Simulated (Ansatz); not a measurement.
WC in space group P-6m2 (No. 187; W on 1a, C on 1f) at seven volumes, plane-wave PAW PBE (Ansatz code), shape and atoms relaxed at each. One row is withheld.

```json
[
 {"V (Å³/atom)": "9.578", "P (GPa)": "?"},
 {"V (Å³/atom)": "9.893", "P (GPa)": "27.00"},
 {"V (Å³/atom)": "10.209", "P (GPa)": "12.42"},
 {"V (Å³/atom)": "10.525", "P (GPa)": "0.00"},
 {"V (Å³/atom)": "10.841", "P (GPa)": "-10.61"},
 {"V (Å³/atom)": "11.156", "P (GPa)": "-19.66"},
 {"V (Å³/atom)": "11.472", "P (GPa)": "-27.37"}
]
```

**Question.** Fit the shown pressures and predict the withheld one.

**Answer.** P = (3/2)B₀(x^(7/2) − x^(5/2))[1 + (3/4)(B′ − 4)(x − 1)] with x = (V₀/V)^(2/3). Least squares on the six rows gives V₀ = 10.525 Å³/atom, B₀ = 382 GPa, B′ = 4.28. At V = 9.578, x = 1.0649 and P = 44.09 GPa. The run itself gave 44.08 GPa.

The cell was relaxed with PBE under the symmetry of its start. The run is not spin-polarised. Spin–orbit coupling is left out wherever it is not named.

Potentials: the earlier of the program's two PAW sets.
